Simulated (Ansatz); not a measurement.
Geometry optimisation in Ansatz: input, command and trajectory.

```yaml
crystal:
  lattice:
    - [5.0917543574, 0.0, 0.0]
    - [0.0, 3.2892355825, 6.2145262813]
    - [0.0, -3.2892355825, 6.2145262813]
  atoms:
    - { symbol: K, position: [0.0, 0.8079418848, 0.8079418848] }
    - { symbol: Mg, position: [0.0, 0.315970905, 0.8323965249] }
    - { symbol: Mg, position: [0.0, 0.8323965249, 0.315970905] }
    - { symbol: Mg, position: [0.0, 0.3538676446, 0.3538676446] }
    - { symbol: Mg, position: [0.5, 0.1877126595, 0.6812998219] }
    - { symbol: Mg, position: [0.5, 0.6812998219, 0.1877126595] }
    - { symbol: Mg, position: [0.5, 0.1860223587, 0.1860223587] }
    - { symbol: Cd, position: [0.5, 0.6347892007, 0.6347892007] }
basis:
  ecutwfc: 500
kpoints:
  mp_grid: { grid: [6, 6, 6] }
hamiltonian:
  xc: r2scan
scf:
  occupations: { method: gaussian, width: 0.1 }
output:
  forces: true
  stress: true
  eigenvalues: true
relax:
  adjacent_minimum: "off"
  f_tol: 0.025
  max_steps: 70
  cell: { stress_tol: 0.12 }
```

```bash
ansatz run input.yaml --threads 2 --pin off --max-ram 5120MiB --backend cpu --events-out ev --progress --plain --runs-dir out
```

Method: DFT r2SCAN, scalar-relativistic, plane waves, PAW in Ansatz 0.2.0.

Of 4 frames 4 are shown, positions in Å and forces in eV/Å; the SCF threshold varies from step to step. Steps run on the plane waves of an earlier cell, with a Pulay correction in the pressure. The basis is chosen afresh for the last frame, the zero of the energies, and can be on the way; energy and pressure step there, also at an unchanged geometry.

```xyz
8
Lattice="5.0918 0.0000 0.0000 0.0000 3.2892 6.2145 0.0000 -3.2892 6.2145" Properties=species:S:1:pos:R:3:forces:R:3 pbc="T T T" step=1 free_energy_over_end_meV_per_atom=1.46 pressure_GPa=0.04
K     0.0000    0.0000   10.0420    0.0000    0.0000   -0.0210
Mg    0.0000   -1.6986    7.1366    0.0000   -0.0080    0.0310
Mg    0.0000    1.6986    7.1366    0.0000    0.0080    0.0310
Mg    0.0000    0.0000    4.3982    0.0000    0.0000   -0.0350
Mg    2.5459   -1.6235    5.4005    0.0000    0.0450   -0.0260
Mg    2.5459    1.6235    5.4005    0.0000   -0.0450   -0.0260
Mg    2.5459    0.0000    2.3121    0.0000    0.0000    0.0150
Cd    2.5459    0.0000    7.8898    0.0000    0.0000    0.0330
8
Lattice="5.1161 0.0000 0.0000 0.0000 3.2609 6.2410 0.0000 -3.2609 6.2410" Properties=species:S:1:pos:R:3:forces:R:3 pbc="T T T" step=2 free_energy_over_end_meV_per_atom=0.33 pressure_GPa=-0.01
K     0.0000    0.0000   10.0797    0.0000    0.0000   -0.0050
Mg    0.0000   -1.6834    7.1697    0.0000    0.0040   -0.0030
Mg    0.0000    1.6834    7.1697    0.0000   -0.0040   -0.0030
Mg    0.0000    0.0000    4.4040    0.0000    0.0000   -0.0150
Mg    2.5580   -1.5987    5.4219    0.0000    0.0040   -0.0070
Mg    2.5580    1.5987    5.4219    0.0000   -0.0040   -0.0070
Mg    2.5580    0.0000    2.3255    0.0000    0.0000    0.0120
Cd    2.5580    0.0000    7.9358    0.0000    0.0000    0.0280
8
Lattice="5.1306 0.0000 0.0000 0.0000 3.2296 6.2726 0.0000 -3.2296 6.2726" Properties=species:S:1:pos:R:3:forces:R:3 pbc="T T T" step=3 free_energy_over_end_meV_per_atom=0.00 pressure_GPa=0.01
K     0.0000    0.0000   10.1272    0.0000    0.0000   -0.0220
Mg    0.0000   -1.6620    7.1948    0.0000    0.0110    0.0040
Mg    0.0000    1.6620    7.1948    0.0000   -0.0110    0.0040
Mg    0.0000    0.0000    4.4107    0.0000    0.0000    0.0110
Mg    2.5653   -1.5828    5.4534    0.0000    0.0000    0.0100
Mg    2.5653    1.5828    5.4534    0.0000    0.0000    0.0100
Mg    2.5653    0.0000    2.3477    0.0000    0.0000   -0.0020
Cd    2.5653    0.0000    7.9988    0.0000    0.0000   -0.0150
8
Lattice="5.1306 0.0000 0.0000 0.0000 3.2296 6.2726 0.0000 -3.2296 6.2726" Properties=species:S:1:pos:R:3:forces:R:3 pbc="T T T" step=4 free_energy_over_end_meV_per_atom=0.00 pressure_GPa=0.01
K     0.0000    0.0000   10.1272    0.0000    0.0000   -0.0220
Mg    0.0000   -1.6620    7.1948    0.0000    0.0110    0.0040
Mg    0.0000    1.6620    7.1948    0.0000   -0.0110    0.0040
Mg    0.0000    0.0000    4.4107    0.0000    0.0000    0.0110
Mg    2.5653   -1.5828    5.4534    0.0000    0.0000    0.0100
Mg    2.5653    1.5828    5.4534    0.0000    0.0000    0.0100
Mg    2.5653    0.0000    2.3477    0.0000    0.0000   -0.0020
Cd    2.5653    0.0000    7.9988    0.0000    0.0000   -0.0140
```

Time: 3.4 min on 2 threads of Arm Neoverse V2, with other jobs on the host, peak memory 1.2 GiB.